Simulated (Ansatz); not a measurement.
Elements on the sites of an ideal fcc lattice, at a guessed lattice constant:

```
Co Rh Ag Os Pt
1.0
    -5.69751    3.79834    1.89917
     5.69751    3.79834   -1.89917
    -1.89917   -3.79834   -5.69751
Co Rh Ag Os Pt
6 4 2 6 2
Direct
  0.15000 0.05000 0.70000
  0.35000 0.45000 0.30000
  0.80000 0.60000 0.40000
  0.85000 0.95000 0.30000
  0.45000 0.15000 0.10000
  0.50000 0.50000 0.00000
  0.05000 0.35000 0.90000
  0.60000 0.20000 0.80000
  0.65000 0.55000 0.70000
  0.00000 0.00000 0.00000
  0.75000 0.25000 0.50000
  0.90000 0.30000 0.20000
  0.10000 0.70000 0.80000
  0.55000 0.85000 0.90000
  0.20000 0.40000 0.60000
  0.30000 0.10000 0.40000
  0.40000 0.80000 0.20000
  0.95000 0.65000 0.10000
  0.25000 0.75000 0.50000
  0.70000 0.90000 0.60000
```

Cell and atoms were relaxed without symmetry on coarser meshes and computed once more. Theory: Ansatz, DFT PBE, scalar-relativistic, plane waves, PAW.

Plane waves to 420 eV, a k mesh through Γ of 4×4×4 on the computed 20-atom cell and Gaussian smearing (0.10 eV); collinear spin from starting moments 1.43 1.84 1.89 1.38 1.76 1.54 0 0.23 0.14 0.15 0 0 0 0 0 0 0 0 0.12 0.17 μB.

The relaxation ran on 2×2×2 (shifted) k points with a smearing of 0.1 eV, from sites shaken by 0.02 Å.

Question: What does the relaxation give?

Answer: A volume of 13.80 Å³/atom and no gap on the mesh. The atoms leave their sites by 0.11 Å (root mean square) and 0.17 Å at most, and the cell stretches by up to 1.0 % at fixed volume. One magnetic start was tried.

```
CELL_PARAMETERS angstrom
-5.67065 3.84586 1.90797
5.65191 3.82296 -1.91839
-1.87136 -3.82191 -5.71525
ATOMIC_POSITIONS crystal
Co 0.14594 0.04855 0.69583
Co 0.37087 0.44675 0.29515
Co 0.79643 0.61132 0.39531
Co 0.84632 0.92778 0.28987
Co 0.43116 0.14646 0.08598
Co 0.50785 0.50008 0.00971
Rh 0.06672 0.35747 0.90416
Rh 0.59015 0.20156 0.80976
Rh 0.64935 0.55626 0.70649
Rh 0.00603 0.00271 0.00192
Ag 0.74290 0.25224 0.49365
Ag 0.90340 0.30168 0.20749
Os 0.11050 0.72030 0.81143
Os 0.53884 0.83387 0.90753
Os 0.21987 0.40357 0.62356
Os 0.27748 0.09655 0.40147
Os 0.39140 0.78694 0.18590
Os 0.95598 0.66216 0.09451
Pt 0.25007 0.75447 0.50392
Pt 0.70443 0.89528 0.59006
```

The final mesh leaves forces up to 0.34 eV/Å and stresses up to 0.7 GPa: the relaxation ran on a coarser mesh, so the cell's shape, its bonds and its energy belong partly to that mesh.

The k mesh is coarse. Spin-orbit coupling is left out, which matters for the bands of heavy elements.

Cost: 2 runs of about 54 core-minutes in all (earlier runs that led there not counted), on Arm Neoverse V2 (shared hosts).